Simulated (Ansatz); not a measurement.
K6MgSb2S8 — field gradients at the nuclei

The cell is a computed structure from the Materials Project (it need not be an observed phase).

```
CELL_PARAMETERS angstrom
8.07197 0.00000 0.00000
0.27218 8.29070 0.00000
2.74360 0.25849 8.03094
ATOMIC_POSITIONS crystal
K 0.63253 0.97005 0.74877
K 0.43806 0.47758 0.29413
K 0.96283 0.62778 0.24540
K 0.18416 0.97607 0.70524
K 0.25615 0.43543 0.78732
K 0.67076 0.00315 0.15697
Mg 0.83120 0.20595 0.41369
Sb 0.74262 0.51661 0.74833
Sb 0.21802 0.06624 0.19869
S 0.52257 0.18081 0.48797
S 0.59121 0.65032 0.58127
S 0.00264 0.23280 0.10573
S 0.86277 0.69654 0.89223
S 0.99121 0.94514 0.43689
S 0.98980 0.38202 0.55604
S 0.29724 0.83228 0.02743
S 0.56456 0.32684 0.93890
```

Atoms are numbered from 1 in the order listed; like atoms form one site, named after its first atom.

The numbers come from a DFT calculation in Ansatz (PBE, plane waves and PAW, scalar-relativistic, 420 eV cutoff, Γ-centred 5×4×4 k-points, Fermi–Dirac smearing 0.05 eV).

V_zz is the principal component of the electric field gradient with the largest magnitude, η = (V_xx − V_yy)/V_zz and C_Q = eQV_zz/h. ν_Q = 3|C_Q|/[2I(2I − 1)].

⁴¹K: I = 3/2, Q = 73.40 mb; 25Mg: I = 5/2, Q = 199.4 mb; 123Sb: I = 7/2, Q = -692.0 mb; ³³S: I = 3/2, Q = -69.40 mb. Quadrupole moments are those of Pyykkö's year-2017 table.

Problem. Which values are expected at the nuclei?

Solution. 

```json
{"site": "K1", "atoms (order as listed)": "1", "first shell": "6 S at 3.10–3.37 Å; also 1 Mg at 3.36 Å, 2 K at 3.60–3.75 Å", "C_Q (MHz)": "-2.92", "η": "0.88", "ν_Q (MHz)": "1.46"}
{"site": "K2", "atoms (order as listed)": "2", "first shell": "2 S at 3.08–3.15 Å; also 1 S at 3.45 Å", "C_Q (MHz)": "3.85", "η": "0.94", "ν_Q (MHz)": "1.93"}
{"site": "K3", "atoms (order as listed)": "3", "first shell": "6 S at 3.20–3.50 Å", "C_Q (MHz)": "3.65", "η": "0.13", "ν_Q (MHz)": "1.82"}
{"site": "K4", "atoms (order as listed)": "4", "first shell": "4 S at 3.17–3.47 Å; also 1 K at 3.75 Å, 1 S at 3.93 Å", "C_Q (MHz)": "4.74", "η": "0.35", "ν_Q (MHz)": "2.37"}
{"site": "K5", "atoms (order as listed)": "5", "first shell": "7 S at 3.24–4.02 Å; also 1 Sb at 3.91 Å, 3 K at 3.97–4.19 Å", "C_Q (MHz)": "-2.71", "η": "0.78", "ν_Q (MHz)": "1.35"}
{"site": "K6", "atoms (order as listed)": "6", "first shell": "4 S at 3.09–3.45 Å; also 1 Mg at 3.40 Å, 1 K at 3.60 Å, 1 S at 3.85 Å", "C_Q (MHz)": "-3.26", "η": "0.98", "ν_Q (MHz)": "1.63"}
{"site": "Mg", "atoms (order as listed)": "7", "first shell": "4 S at 2.38–2.55 Å", "C_Q (MHz)": "-9.56", "η": "0.17", "ν_Q (MHz)": "1.43"}
{"site": "Sb8", "atoms (order as listed)": "8", "first shell": "4 S at 2.37–2.41 Å", "C_Q (MHz)": "-79.3", "η": "0.50", "ν_Q (MHz)": "5.66"}
{"site": "Sb9", "atoms (order as listed)": "9", "first shell": "3 S at 2.42–2.49 Å", "C_Q (MHz)": "406", "η": "0.36", "ν_Q (MHz)": "29.0"}
{"site": "S10", "atoms (order as listed)": "10", "first shell": "1 Mg at 2.38 Å; also 4 K at 3.08–3.25 Å", "C_Q (MHz)": "-7.25", "η": "0.08", "ν_Q (MHz)": "3.62"}
{"site": "S11", "atoms (order as listed)": "11", "first shell": "1 Sb at 2.37 Å; also 2 K at 3.14–3.25 Å", "C_Q (MHz)": "-36.3", "η": "0.08", "ν_Q (MHz)": "18.2"}
{"site": "S12", "atoms (order as listed)": "12", "first shell": "1 Sb at 2.49 Å, 1 Mg at 2.54 Å, angle 81°; also 2 K at 3.24–3.26 Å", "C_Q (MHz)": "-20.8", "η": "0.42", "ν_Q (MHz)": "10.4"}
{"site": "S13", "atoms (order as listed)": "13", "first shell": "1 Sb at 2.38 Å; also 1 K at 3.32 Å", "C_Q (MHz)": "-35.1", "η": "0.05", "ν_Q (MHz)": "17.5"}
{"site": "S14", "atoms (order as listed)": "14", "first shell": "1 Sb at 2.45 Å, 1 Mg at 2.52 Å, angle 82°; also 3 K at 3.17–3.24 Å", "C_Q (MHz)": "-22.9", "η": "0.29", "ν_Q (MHz)": "11.5"}
{"site": "S15", "atoms (order as listed)": "15", "first shell": "1 Sb at 2.41 Å, 1 Mg at 2.55 Å, angle 100°; also 1 K at 3.33 Å", "C_Q (MHz)": "-30.0", "η": "0.28", "ν_Q (MHz)": "15.0"}
{"site": "S16", "atoms (order as listed)": "16", "first shell": "1 Sb at 2.42 Å; also 3 K at 3.17–3.32 Å", "C_Q (MHz)": "-23.7", "η": "0.22", "ν_Q (MHz)": "11.8"}
{"site": "S17", "atoms (order as listed)": "17", "first shell": "1 Sb at 2.37 Å; also 2 K at 3.15–3.24 Å", "C_Q (MHz)": "-37.0", "η": "0.11", "ν_Q (MHz)": "18.5"}
```

At S11, S13, S16 and S17 V_zz points along its bond to Sb (within 5°) in each case. At Mg V_zz points along its shortest bond, to S (within 4°). At Sb9 V_zz stands upright on the plane through its three neighbours (within 8°).

Without spin–orbit coupling (the program notes it for Sb) the gradients are little affected as a rule: paired runs on crystals with a gap mostly move them by under 2 % at such atoms. With these PAW files V_zz is typically within 2 to 3 % of all-electron values, but misses above 10 % occur on Sb. Where η is near 1 the sign of V_zz means little.
